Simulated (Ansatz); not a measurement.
**Zone-centre phonons of AlCu3 at 3 GPa: input and output**

Computed with DFT LDA, scalar-relativistic, plane waves, PAW in Ansatz.

Launched with:
```bash
ansatz run input.yaml --threads 1 --pin off --max-ram 3072MiB --backend cpu --events-out ev --progress --plain --runs-dir out
```

Input (bare energies are in eV):
```yaml
crystal:
  lattice:
    - [0.0, 2.8336323316, 2.8336323316]
    - [2.8336323316, 0.0, 2.8336323316]
    - [2.8336323316, 2.8336323316, 0.0]
  atoms:
    - { symbol: Al, position: [0.0, 0.0, 0.0] }
    - { symbol: Cu, position: [0.5, 0.5, 0.5] }
    - { symbol: Cu, position: [0.25, 0.25, 0.25] }
    - { symbol: Cu, position: [0.75, 0.75, 0.75] }
basis:
  ecutwfc: 420
kpoints:
  mp_grid: { grid: [14, 14, 14] }
hamiltonian:
  xc: lda
scf:
  occupations: { method: fermi_dirac, width: 0.15 }
output:
  eigenvalues: true
phonons:
  method: dfpt
  eigenvectors: true
```

Results section of the output:
```
--- Phonons (Γ-DFPT): 3 representative perturbations + reference, on 244 of 2744 k-points (Σ response iterations 12) ---
  k mesh reduced under 8 symmetry operations, with k and −k counted as one. Each operation leaves every solved displacement unchanged or reverses it
  ASR residual: 1.640e-4 → 0.000e0 eV/Å²; symmetrization residual: 2.748e-6 eV/Å²
  ASR residual per site (eV/Å²): 8.38e-7 1.64e-4 1.52e-4 1.52e-4
  Γ frequencies (cm⁻¹): 0.00 0.00 0.00 172.74 172.74 172.74 208.32 208.32 208.32 315.17 315.17 315.17
  non-analytic LO–TO correction: not included (Born effective charges unavailable; polar crystals: no LO–TO splitting at Γ)
```

The run took 2.4 min on 1 thread of Intel(R) Xeon(R) Platinum 8488C (Sapphire Rapids), on a shared host, peak memory 1.5 GiB.

In a metal, frequencies and elastic constants depend on the k mesh and the smearing, soft modes and shear constants most.